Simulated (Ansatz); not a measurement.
Starting cell, CsSnI3 (cubic perovskite):

```
CELL_PARAMETERS angstrom
      6.13046     0.00000     0.00000
      0.00000     6.13046     0.00000
      0.00000     0.00000     6.13046
ATOMIC_POSITIONS crystal
  Cs 0.00000 0.00000 0.00000
  Sn 0.50000 0.50000 0.50000
  I  0.00000 0.50000 0.50000
  I  0.50000 0.50000 0.00000
  I  0.50000 0.00000 0.50000
```

In this cell atom 5 (I, nearest neighbour Sn at 3.065 Å; its periodic images, 6.1 Å or more away, move with it) is moved by s along Cartesian [110], unit vector (0.707, 0.707, 0.000); all other atoms and the cell stay fixed.

Level of theory: PBEsol (plane waves to 420 eV, PAW, scalar-relativistic; Ansatz, an electronic-structure program). k mesh 6×6×6 (Γ-centred), Fermi-Dirac smearing 0.05 eV. The energy includes the smearing's −TS. CsSnI3 was relaxed with its symmetry unable to fall. Spin-orbit coupling is left out, though I is heavy. The PAW data are Ansatz's earlier set. This is a high-temperature form of CsSnI3. ΔE is measured from the undisplaced structure.

| s (Å) | ΔE (meV/cell) |
|---|---|
| -0.920 | 1003 |
| -0.736 | 539 |
| -0.552 | 247 |
| -0.368 | withheld |
| -0.184 | 17 |
| 0.000 | 0 |
| 0.184 | 17 |
| 0.368 | withheld |
| 0.552 | 247 |
| 0.736 | 539 |
| 0.920 | 1003 |

### Question
Fit an even polynomial form (powers 2, 4, 6) to the given rows and predict ΔE at s = 0.368.

### Answer
Least squares on the 9 given rows: ΔE = (517.1)·s² + (1051)·s⁴ + (-309.5)·s⁶, in meV/cell with s in Å; root-mean-square residual 0.9 meV/cell. At 0.368 the fit gives 89 meV/cell; the calculation gives 87 meV/cell, so the interpolation is off by 2 (+2.3 %). The quadratic term alone would give 70 meV/cell.

(For displaced atoms, the force is minus the slope of the energy, and its curvature is a force constant, which sets phonon frequencies.)
